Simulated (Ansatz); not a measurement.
**Relaxation of Cu**

Computed with DFT PBEsol, scalar-relativistic, plane waves, PAW (Ansatz). (420 eV cutoff, 18×18×10 k-mesh, Gaussian smearing of 0.10 eV, no spin polarisation)

What was changed: relaxed at 12 GPa.

Other phases may be more stable at this pressure.

Command:

```bash
ansatz run input.yaml --threads 1 --pin off --max-ram 2560MiB --backend cpu --events-out ev --progress --plain --runs-dir out
```

Input:

```yaml
crystal:
  lattice:
    - [2.4674976851, 0.0, 0.0]
    - [-1.2337488425, 2.1369156791, 0.0]
    - [0.0, 0.0, 4.0301660471]
  atoms:
    - { symbol: Cu, position: [0.3333333333, 0.6666666667, 0.25] }
    - { symbol: Cu, position: [0.6666666667, 0.3333333333, 0.75] }
basis:
  ecutwfc: 420
kpoints:
  mp_grid: { grid: [18, 18, 10] }
hamiltonian:
  xc: pbesol
scf:
  occupations: { method: gaussian, width: 0.1 }
output:
  forces: true
  stress: true
  eigenvalues: true
relax:
  adjacent_minimum: "off"
  f_tol: 0.008
  max_steps: 50
  cell: { stress_tol: 0.08, p_target: 12.0 }
```

F is the free energy. Steps run on the plane waves of an earlier cell, but the last one, and at times one on the way, on a freshly chosen basis, so a repeated geometry can differ a little in energy. The relaxation lowers the enthalpy F + PV at the target pressure, so F itself can rise.

Steps:

```json
{"step": "1", "F − F(1) (eV)": "0.0000", "largest force component (eV/Å)": "0.000", "V (Å³/atom)": "10.625", "P (GPa)": "12.45"}
{"step": "2", "F − F(1) (eV)": "-0.0017", "largest force component (eV/Å)": "0.000", "V (Å³/atom)": "10.636", "P (GPa)": "12.22"}
{"step": "3", "F − F(1) (eV)": "-0.0033", "largest force component (eV/Å)": "0.000", "V (Å³/atom)": "10.647", "P (GPa)": "12.00"}
{"step": "4", "F − F(1) (eV)": "-0.0033", "largest force component (eV/Å)": "0.000", "V (Å³/atom)": "10.647", "P (GPa)": "12.00"}
```

Relaxed structure:

```cif
data_structure
_symmetry_space_group_name_H-M 'P 1'
_symmetry_Int_Tables_number 1
_cell_length_a 2.4690
_cell_length_b 2.4690
_cell_length_c 4.0334
_cell_angle_alpha 90.000
_cell_angle_beta 90.000
_cell_angle_gamma 120.000
_cell_volume 21.29
loop_
_atom_site_label
_atom_site_type_symbol
_atom_site_fract_x
_atom_site_fract_y
_atom_site_fract_z
_atom_site_occupancy
Cu1 Cu 0.33333 0.66667 0.25000 1
Cu2 Cu 0.66667 0.33333 0.75000 1
```

The structure is hexagonal, space group P6_3/mmc (No. 194). The conventional cell has a = 2.469 Å, b = 2.469 Å, c = 4.033 Å, α = 90.00°, β = 90.00°, γ = 120.00°. Around Cu (site symmetry -6m2) lie 12 Cu at 2.47 Å.

The run converged. It took 17 s on 1 thread of AMD EPYC 7R13 Processor (Zen 3) (shared host), peak memory 0.44 GiB.